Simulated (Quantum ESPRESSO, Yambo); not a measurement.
# BN: DFT and GW levels

```
BN
1.0
    2.50536     0.00000     0.00000
   -1.25268     2.16970     0.00000
    0.00000     0.00000     6.61027
B N
2 2
Direct
  0.33333   0.66667   0.25000
  0.66667   0.33333   0.75000
  0.33333   0.66667   0.75000
  0.66667   0.33333   0.25000
```

Cell and atoms were relaxed with PBE+D3(BJ) from Materials Project entry mp-984, within its symmetry.

Starting point: PBE (pw.x of Quantum ESPRESSO, ONCV potentials, scalar-relativistic). G0W0 in Yambo: 6×6×2 Γ-centred k mesh, 31 bands and a 6 Ry block in the screening, 31 bands in G with the Bruneval-Gonze terminator, plasmon pole fitted at 27.2 eV.

| Quantity | Value |
|---|---|
| PBE gap along the band path | 4.26 eV |
| PBE gap between the mesh's edge points (H → M) | 4.30 eV |
| G0W0 gap between the same points | 5.66 eV |
| PBE smallest direct gap on the mesh (at H) | 4.66 eV |
| G0W0 direct gap at that point | 6.18 eV |

```tsv
k point	band	E PBE (eV)	E QP (eV)	shift (eV)	Z
Γ	VB	-1.31	-1.85	-0.55	0.82
Γ	CB	5.32	5.70	0.37	0.86
A	VB	-1.33	-1.87	-0.54	0.82
A	CB	7.70	8.53	0.84	0.84
M	VB	-0.42	-0.89	-0.47	0.81
M	CB	4.30	5.25	0.95	0.84
H	VB	0.00	-0.40	-0.40	0.82
H	CB	4.66	5.77	1.11	0.84
```

Energies count from the PBE valence-band maximum.

Convergence of the G0W0 settings was not tested.
